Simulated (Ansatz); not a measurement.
Values for one crystal, relaxed and computed with r²SCAN in the plane-wave PAW code Ansatz; other levels are named.

Volume per atom: 28.29 Å³
Band gap: 1.01 eV (indirect)
Smallest direct gap on the standard path: 1.37 eV
Formation energy from the elements (no fitted shifts): -0.45 eV/atom
Conduction-band minimum: on the Y–Γ line, 32 % of the way from Y (k = 0.000, 0.341, 0.000) (2 equivalent valleys)
Valence-band maximum: on the Γ–Z line, 64 % of the way from Γ (k = 0.000, 0.000, 0.320)

Problem. Which compound is it?
A) ZrS3, P2_1/m (Zr on 2e, S on 2e, S on 2e, S on 2e)
B) ZnSe2, Pa-3 (Zn on 4a, Se on 8c)
C) SnSe, Pnma (Sn on 4c, Se on 4c)
D) P3N5, C2/c (Pearson symbol mS32)

Solution. C, SnSe, Pnma (Sn on 4c, Se on 4c)

The cell was relaxed with r²SCAN under the symmetry of its start. A crystal of weakly bound layers computed without a dispersion correction: the cell and the soft elastic constants depend strongly on that. The references are the lowest solids computed at this level, not always the standard phases. Scalar-relativistic: spin–orbit coupling is off unless named, which matters more the heavier the elements.

Potentials: the earlier of the program's two PAW sets.
